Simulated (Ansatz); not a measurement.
GaN (wurtzite)

```
GaN
1.0
    3.21838     0.00000     0.00000
   -1.60919     2.78720     0.00000
    0.00000     0.00000     5.24320
Ga N
2 2
Direct
  0.66667   0.33333   0.00096
  0.33333   0.66667   0.50096
  0.66667   0.33333   0.62424
  0.33333   0.66667   0.12424
```

E(V) scan at fixed shape, V₀ the volume above. The atoms relax within the cell's symmetry.

The numbers are results of PBE (plane waves to 420 eV, PAW, scalar-relativistic; Ansatz, a quantum-chemistry and plane-wave program), not measurements. k mesh 12×12×6 (Γ-centred), Fermi-Dirac smearing 0.05 eV. Stress and pressure are positive under compression. GaN was relaxed with its symmetry unable to fall.

At one point of the scan the stress tensor (GPa) is:

```
    3.7      0.0      0.0
    0.0      3.7      0.0
    0.0      0.0      3.6
```

Q: Which point is it?
A. V/V₀ = 0.970
B. V/V₀ = 0.950
C. V/V₀ = 0.980
D. V/V₀ = 0.960

A: C, V/V₀ = 0.980

(Under strain, the slope of the energy per volume gives the stress and its curvature an elastic modulus.)
